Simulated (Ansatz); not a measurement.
Several occupations of a rock salt lattice at one composition, 9 W, 2 Sc, 1 Ti; 6 C, 6 N. Sites, in fractions of the cell -4.502 -4.502 0.000; 0.000 4.502 4.502; -4.502 4.502 -4.502 Å:

| cell | sites |
| --- | --- |
| all | C (0.33 0.17 0.17), N (0.33 0.67 0.17), W (0.00 0.00 0.00), W (0.17 0.83 0.33), W (0.67 0.83 0.33), W (0.83 0.17 0.67), W (0.83 0.67 0.67) |
| 1 | C (0.00 0.50 0.50), C (0.50 0.50 0.50), C (0.67 0.33 0.83), C (0.67 0.83 0.83), C (0.83 0.67 0.17), N (0.00 0.00 0.50), N (0.17 0.33 0.83), N (0.17 0.83 0.83), N (0.50 0.00 0.50), N (0.83 0.17 0.17), Sc (0.50 0.00 0.00), Sc (0.50 0.50 0.00), Ti (0.33 0.17 0.67), W (0.00 0.50 0.00), W (0.17 0.33 0.33), W (0.33 0.67 0.67), W (0.67 0.33 0.33) |
| 2 | C (0.00 0.00 0.50), C (0.17 0.33 0.83), C (0.17 0.83 0.83), C (0.50 0.00 0.50), C (0.50 0.50 0.50), N (0.00 0.50 0.50), N (0.67 0.33 0.83), N (0.67 0.83 0.83), N (0.83 0.17 0.17), N (0.83 0.67 0.17), Sc (0.00 0.50 0.00), Sc (0.50 0.50 0.00), Ti (0.50 0.00 0.00), W (0.17 0.33 0.33), W (0.33 0.17 0.67), W (0.33 0.67 0.67), W (0.67 0.33 0.33) |
| 3 | C (0.00 0.50 0.50), C (0.17 0.33 0.83), C (0.17 0.83 0.83), C (0.67 0.33 0.83), C (0.83 0.17 0.17), N (0.00 0.00 0.50), N (0.50 0.00 0.50), N (0.50 0.50 0.50), N (0.67 0.83 0.83), N (0.83 0.67 0.17), Sc (0.17 0.33 0.33), Sc (0.67 0.33 0.33), Ti (0.33 0.67 0.67), W (0.00 0.50 0.00), W (0.33 0.17 0.67), W (0.50 0.00 0.00), W (0.50 0.50 0.00) |

Each was relaxed without symmetry on coarser meshes and computed once more. These are results of DFT PBE, scalar-relativistic, plane waves, PAW (Ansatz), not measurements.

Cutoff 420 eV; k points 6×6×5 on the computed 24-atom cell (Γ-centred); Gaussian smearing, width 0.10 eV; no spin polarisation.

Warren–Cowley parameters of the first shell of the sublattice with most elements (negative: unlike neighbours preferred):
```tsv
cell	Sc-W	Ti-W	Sc-Ti
1	0.00	-0.11	0.00
2	0.11	0.11	-1.00
3	-0.06	-0.22	0.50
```

Question: Which occupation is lowest in energy, and by how much?

Answer: Cell 2.
| cell | E − E(lowest) (meV/atom) | V (Å³/atom) |
| --- | --- | --- |
| 2 | 0.0 | 10.58 |
| 3 | 40.3 | 10.59 |
| 1 | 48.2 | 10.61 |

The final mesh leaves forces up to 0.17 eV/Å and stresses up to 0.4 GPa: the relaxation ran on a coarser mesh, so the cell's shape, its bonds and its energy belong partly to that mesh.

Spin–orbit coupling is left out, which can shift energies with elements as heavy as these.

Cost: 6 runs of about 80 core-minutes in all (earlier runs that led there not counted), on Arm Neoverse V2 (shared hosts).